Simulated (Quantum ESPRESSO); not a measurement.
## RbCl: one setting swept

```xyz
2
Lattice="0.0000 3.3087 3.3087 3.3087 0.0000 3.3087 3.3087 3.3087 0.0000" Properties=species:S:1:pos:R:3 pbc="T T T"
Rb     0.0000     0.0000     0.0000
Cl     3.3087     3.3087     3.3087
```
The geometry is a computed Materials Project entry, not a measured one. It is RbCl in Fm-3m. Stability against distortions was not tested.

Method: PBE GIPAW on JTH datasets (Quantum ESPRESSO, modified build); kept fixed: cutoff 25 Ha. Costs are rough, from a shared machine. These are absolute shieldings with no macroscopic susceptibility term; δ = σ_ref − σ needs a reference computed alike. No spin–orbit coupling; Rb is the heaviest element present. No d partial waves on Cl: the paramagnetic term there is incompletely reconstructed.

| k-mesh | σ_iso Rb (ppm) | σ_iso Cl (ppm) | f-sum rule missed by (%) | irreducible k-points | rough cost ratio |
|---|---|---|---|---|---|
| 2×2×2 through Γ | 2784.7 | 716.6 | 1.5 | 3 | about 1 |
| 3×3×3 through Γ | 3015.2 | 850.5 | 0.12 | 4 | about 1 |
| 4×4×4 through Γ | 3033.6 | 877.5 | 0.01 | 8 | 2 |
| 5×5×5 through Γ | 3036.3 | 881.3 | 0.00 | 10 | 2 |
| 6×6×6 through Γ | 3036.6 | 881.9 | 0.00 | 16 | 4 |
| 7×7×7 through Γ | 3036.7 | 882.0 | 0.00 | 20 | 4 |
| 9×9×9 through Γ | 3036.7 | 882.0 | 0.00 | 35 | 8 |

Largest spread: σ_iso Rb (ppm) moves over 252.0 across the rows.
